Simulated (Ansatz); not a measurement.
Relaxed-ion elastic tensor of Re (bcc (W type), Im-3m) in GPa (Voigt order), the program Ansatz at the PBEsol level (PAW); density 21.06 g/cm³, 14.68 Å³ per atom.

```
374  385  385  0.0  0.0  0.0
385  374  385  0.0  0.0  0.0
385  385  374  0.0  0.0  0.0
0.0  0.0  0.0  185  0.0  0.0
0.0  0.0  0.0  0.0  185  0.0
0.0  0.0  0.0  0.0  0.0  185
```

Q: Is the crystal mechanically stable?

A: No: the smallest eigenvalue of C is -11.5 GPa.

The start of the workflow was typed in or built on a structure type; the Crystallography Open Database copy checked does not list it. It is not the phase usual at ambient conditions (space group No. 194). The cell keeps a stress of up to 0.2 GPa. The PBEsol relaxation kept the symmetry of its start. At this level the phase is mechanically unstable. No spin polarisation was allowed. As this level gives no gap, shear constants depend on the k-mesh and smearing (Fermi–Dirac, 0.1 eV here). Spin–orbit coupling is left out wherever it is not named.

Potentials: the later of the program's two PAW sets.
